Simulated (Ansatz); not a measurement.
GaBi:
Space group Fm-3m (No. 225); a = b = c = 5.8859 Å, α = β = γ = 90.00°

```
atom  site  symmetry       x       y       z
----  ----  --------  ------  ------  ------
Bi      4a      m-3m  0.0000  0.0000  0.0000
Ga      4b      m-3m  0.5000  0.5000  0.5000
```
(The calculation used a cell of 2 atoms; values per cell refer to that cell.)

This is the PBEsol-relaxed structure.

Question: All from the program Ansatz at the PBEsol level (PAW), unless another level is named. Estimate the density of states at the Fermi level.

Answer: 0.55 states/eV per atom (mean over ±0.08 eV).

Question: And the formation energy from the elements (no fitted shifts)?

Answer: 0.10 eV/atom.

The cell is a constructed one: a structure type filled with these elements; neither database checked (COD, Materials Project) lists it. Whether it is the stable phase at ambient conditions was not checked. Symmetry was held in the PBEsol relaxation; of distortions, only those at the zone centre were tested. The references are the lowest solids computed at this level, not always the standard phases. Spin–orbit coupling is left out wherever it is not named.

Potentials: the later of the program's two PAW sets.
